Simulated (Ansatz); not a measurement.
Input:

WSi$_{2}$ (MoSi2 type, space group I4/mmm)

```xyz
6
Lattice="-3.2292 3.2292 7.8672 0.0000 0.0000 7.8672 1.6146 1.6146 -3.9336" Properties=species:S:1:pos:R:3 pbc="T T T"
W      0.0000     0.0000     0.0000
W     -1.6146     1.6146     3.9336
Si    -3.2292     3.2292    10.4995
Si    -1.6146     1.6146     6.5658
Si    -1.6146     4.8437     9.1686
Si    -1.6146     1.6146     9.1686
```

A phonon eigenvector at X = (0.5, 0.5, 0.0) is frozen into this cell: atom i moves by Q times the vector below, so Q is the largest atomic displacement, in Å. The cell is held. (q is in reciprocal vectors of the primitive cell; the cell shown is doubled to hold the pattern.)

| atom | x | y | z |
|---|---|---|---|
| W1 | -0.041 | 0.041 | 0.000 |
| W2 | 0.041 | -0.041 | 0.000 |
| Si3 | -0.707 | 0.707 | 0.000 |
| Si4 | 0.707 | -0.707 | 0.000 |
| Si5 | -0.707 | 0.707 | 0.000 |
| Si6 | 0.707 | -0.707 | 0.000 |

All values below come from PBE (plane waves to 420 eV, PAW, scalar-relativistic; Ansatz, a program for electronic structure). k mesh 20×20×20 (Γ-centred), Fermi-Dirac smearing 0.05 eV. The energy includes the smearing's −TS. With partly filled bands, energies and forces of such displacements shift with the k mesh and the smearing. Spin-orbit coupling is left out, though W is heavy. WSi2 is run without spin polarisation. WSi2 was relaxed with its symmetry unable to fall. ΔE is measured from the undisplaced structure.

The scan covers Q from -0.280 to 0.280 Å in 13 points.

Question: Which space group does the distorted structure have?

Answer: Cmme (No. 67), lowered from I4/mmm.

Question: What is the energy change at Q = 0.280 Å?

Answer: 2710 meV/cell.

Question: What harmonic wavenumber does the curvature at Q = 0 give?

Answer: 381 cm⁻¹.

(A displaced cell: forces are minus the slopes of the energy, force constants its curvatures, and phonons follow from these.)
